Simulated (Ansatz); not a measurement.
Here is the system:

KLaPdO3:
```xyz
12
Lattice="6.7174 1.9940 0.0000 -6.7174 1.9940 0.0000 -2.0155 0.0000 7.1775" Properties=species:S:1:pos:R:3 pbc="T T T"
K      0.7614     1.9940     4.0585
K     -2.7769     1.9940     3.1190
La    -3.8670     1.9940     6.5720
La     1.8514     1.9940     0.6055
Pd     6.1711     1.9940     1.6357
Pd    -8.1866     1.9940     5.5417
O     -5.2693     1.9940     2.0583
O      3.2538     1.9940     5.1191
O     -6.2231     1.9940     6.1907
O      4.2076     1.9940     0.9868
O     -0.4897     1.9940     1.4161
O     -1.5258     1.9940     5.7614
```

This is the r²SCAN-relaxed structure. x, y and z are the axes in which the lattice vectors are written.

Q: All from the program Ansatz at the r²SCAN level (PAW), unless another level is named. Give the electron effective mass.

A: 0.17, 2.3, 15 mₑ (principal values).

Q: Next, the smallest direct gap on the standard path?

A: 1.17 eV.

Q: What about the formation energy from the elements (no fitted shifts)?

A: -2.16 eV/atom.

Q: And the band gap?

A: 0.69 eV (indirect).

Q: Predict the valence-band maximum.

A: on the Γ–C line, 88 % of the way from Γ (k = 0.240, 0.245, 0.000 in fractions of the reciprocal vectors).

Space group C2/m. The first step of the workflow began from a Materials Project structure, measured or hypothetical; the Crystallography Open Database files this formula in space group No. 12, but the cells were not matched. Whether it is the stable phase at ambient conditions was not checked. The cell was relaxed with r²SCAN under the symmetry of its start; its stability against distortions is not shown here. The run is not spin-polarised. The references are the lowest solids computed at this level, not always the standard phases (solids in place of the gases). Spin–orbit coupling is left out wherever it is not named.

Potentials: the later of the program's two PAW sets.
